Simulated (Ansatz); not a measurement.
# Structures of Sr₂P: which is lowest?

Plane-wave DFT in Ansatz with scalar-relativistic PAW potentials, cutoff 420 eV, Γ-centred meshes chosen by cell and gap, Gaussian smearing with energies taken to zero width. Every cell was relaxed (cell and atoms) in a run of its own, within the symmetry of its start. Functional: PBE.

Relaxed structures (starts from databases or built by putting these elements on another compound's sites):
A. P4/nmm, 6 atoms in the computed cell, a = 4.723 Å, c = 8.380 Å; sites (symmetry × multiplicity) Sr -4m2 × 2 + 4mm × 2, P 4mm × 2; start: built
B. I4_1/amd, 6 atoms in the computed cell, a = 6.054 Å, c = 13.366 Å; sites (symmetry × multiplicity) Sr 2mm. × 8, P -4m2 × 4; start: built
C. P4_2/mnm, 6 atoms in the computed cell, a = 7.243 Å, c = 4.473 Å; sites (symmetry × multiplicity) Sr m.2m × 4, P m.mm × 2; start: built

**Question.** Rank them by energy. Could pressure change the order?

**Answer.**
| structure | group | E − E(lowest) (meV/atom) | V (Å³/atom) | gap on mesh (eV) |
| --- | --- | --- | --- | --- |
| B | I4_1/amd | 0.0 | 40.83 | 0.00 |
| C | P4_2/mnm | 1.6 | 39.11 | 0.00 |
| A | P4/nmm | 172 | 31.16 | 0.00 |

B and C are level within the 5 meV/atom that separate runs leave open. A is denser by 9.67 Å³/atom, so pressure favours it: ΔE/ΔV, with ΔE in eV and 1 eV/Å³ = 160.2 GPa, gives about 2.9 GPa for equal enthalpy if both cells were rigid, a rough figure since the two compress differently. Other structures may lie lower than all of these, and vibrations aren't counted.